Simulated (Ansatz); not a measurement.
**NiPtF6 in Ansatz, relaxation**

input.yaml:

```yaml
crystal:
  lattice:
    - [2.45204073, 1.41568795, 4.53602666]
    - [-2.45204073, 1.41568795, 4.53602666]
    - [0.0, -2.83137591, 4.53602666]
  atoms:
    - { symbol: Ni, position: [0.5, 0.5, 0.5] }
    - { symbol: F, position: [0.242, 0.627, 0.882] }
    - { symbol: F, position: [0.882, 0.242, 0.627] }
    - { symbol: F, position: [0.627, 0.882, 0.242] }
    - { symbol: F, position: [0.758, 0.373, 0.118] }
    - { symbol: F, position: [0.118, 0.758, 0.373] }
    - { symbol: F, position: [0.373, 0.118, 0.758] }
    - { symbol: Pt, position: [0.0, 0.0, 0.0] }
kpoints:
  mp_grid: { grid: [5, 5, 5], shift: [0, 0, 0] }
magnetization:
  spin_polarized: true
scf:
  occupations: { method: fermi_dirac }
  lower_state_search: "off"
hamiltonian:
  pseudopotentials: { kind: paw }
  xc: r2scan
basis:
  ecutwfc: 500
  fft_grid_basis: typed
relax:
  max_steps: 80
  cell: { p_target: 0.0 }
  f_tol: 0.03
output:
  forces: true
  stress: true
  eigenvalues: true
  bader: true
  populations: true
  elf: true
  write_potential: true
  volumetric_format: npy
  dos:
    e_range: [-12, 8]
    de: 0.05
    projected: { site_lists: { F: [F], Ni: [Ni], Pt: [Pt] } }
  write_density: true
checkpoint:
  read: saved_state
```

Launch command:

```bash
ansatz run input.yaml --threads 2 --pin off --max-ram 4096MiB --backend cpu --events-out ev --progress --plain --runs-dir out
```

Origin of the cell: a database entry, scaled a little.

The smearing width isn't typed, so it takes its default of 0.1 eV.

The saved state is a converged single point of the same cell, with its larger moments on Ni1 up.

Steps («new basis» is an SCF on plane waves selected anew at the same cell):

```tsv
step	ΔF (meV/atom)	max force component (eV/Å)	P (GPa)	volume (Å³)	SCF iterations	step was
1	0.0	1.144	12.27	94.48	9	accepted
2	-37.4	0.302	2.93	97.13	10	accepted
3	-43.7	0.079	-0.09	96.58	10	accepted
4	-44.6	0.045	-0.32	95.35	9	accepted
5	-44.7	0.007	-0.06	95.16	6	accepted
6	-44.7	0.001	0.00	95.12	6	accepted
7	-44.8	0.001	-0.01	95.12	8	new basis
```

Step 1, with forces in eV/Å:

```xyz
8
Lattice="2.452 1.416 4.536 -2.452 1.416 4.536 0.000 -2.831 4.536" Properties=species:S:1:pos:R:3:forces:R:3 pbc="T T T" step=1
Ni    0.000    0.000    6.804    0.000    0.000    0.000
F    -0.944   -1.267    7.943    1.144   -0.236   -0.641
F     1.569   -0.184    7.943   -0.368    1.108   -0.641
F    -0.625    1.451    7.943   -0.776   -0.873   -0.641
F     0.944    1.267    5.665   -1.144    0.236    0.641
F    -1.569    0.184    5.665    0.368   -1.108    0.641
F     0.625   -1.451    5.665    0.776    0.873    0.641
Pt    0.000    0.000    0.000    0.000    0.000    0.000
```

Step 2, with forces in eV/Å:

```xyz
8
Lattice="2.478 1.431 4.566 -2.478 1.431 4.566 0.000 -2.861 4.566" Properties=species:S:1:pos:R:3:forces:R:3 pbc="T T T" step=2
Ni    0.000    0.000    6.849    0.000    0.000    0.000
F    -0.920   -1.304    7.989    0.240   -0.187   -0.053
F     1.590   -0.145    7.989    0.042    0.302   -0.053
F    -0.670    1.449    7.989   -0.282   -0.114   -0.053
F     0.920    1.304    5.709   -0.240    0.187    0.053
F    -1.590    0.145    5.709   -0.042   -0.302    0.053
F     0.670   -1.449    5.709    0.282    0.114    0.053
Pt    0.000    0.000    0.000    0.000    0.000    0.000
```

Step 3, with forces in eV/Å:

```xyz
8
Lattice="2.476 1.430 4.548 -2.476 1.430 4.548 0.000 -2.859 4.548" Properties=species:S:1:pos:R:3:forces:R:3 pbc="T T T" step=3
Ni    0.000    0.000    6.822    0.000    0.000    0.000
F    -0.889   -1.346    7.961   -0.027   -0.075    0.054
F     1.610   -0.097    7.961    0.079    0.014    0.054
F    -0.721    1.443    7.961   -0.052    0.061    0.054
F     0.889    1.346    5.682    0.027    0.075   -0.054
F    -1.610    0.097    5.682   -0.079   -0.014   -0.054
F     0.721   -1.443    5.682    0.052   -0.061   -0.054
Pt    0.000    0.000    0.000    0.000    0.000    0.000
```

Step 4, with forces in eV/Å:

```xyz
8
Lattice="2.463 1.422 4.538 -2.463 1.422 4.538 0.000 -2.844 4.538" Properties=species:S:1:pos:R:3:forces:R:3 pbc="T T T" step=4
Ni    0.000    0.000    6.807    0.000    0.000    0.000
F    -0.871   -1.367    7.946   -0.045   -0.008    0.032
F     1.619   -0.071    7.946    0.029   -0.035    0.032
F    -0.748    1.437    7.946    0.016    0.043    0.032
F     0.871    1.367    5.668    0.045    0.008   -0.032
F    -1.619    0.071    5.668   -0.029    0.035   -0.032
F     0.748   -1.437    5.668   -0.016   -0.043   -0.032
Pt    0.000    0.000    0.000    0.000    0.000    0.000
```

Step 7, with forces in eV/Å:

```xyz
8
Lattice="2.458 1.419 4.545 -2.458 1.419 4.545 0.000 -2.838 4.545" Properties=species:S:1:pos:R:3:forces:R:3 pbc="T T T" step=7
Ni    0.000    0.000    6.817    0.000    0.000    0.000
F    -0.870   -1.367    7.959    0.001    0.000   -0.001
F     1.619   -0.070    7.959    0.000    0.001   -0.001
F    -0.749    1.437    7.959   -0.001   -0.001   -0.001
F     0.870    1.367    5.675   -0.001    0.000    0.001
F    -1.619    0.070    5.675    0.000   -0.001    0.001
F     0.749   -1.437    5.675    0.001    0.001    0.001
Pt    0.000    0.000    0.000    0.000    0.000    0.000
```

- Free energy lowered by: 44.8 meV/atom
- Volume change: 0.69 %
- Final pressure: -0.01 GPa
- Relaxation steps listed: 7
- Gap on the mesh: 2.19 eV
- Site moments at the end (small spheres, which read low): Ni1 +1.7 μB
- Total moment: 2.00 μB

Caveats: no spin-orbit coupling, though heavy elements are present; the relaxation held the start's symmetry, so the end may be a saddle point.

The run took 2.6 min on 2 threads of Intel(R) Xeon(R) Platinum 8488C (Sapphire Rapids), on a shared host, peak memory 0.93 GiB, from a saved density.
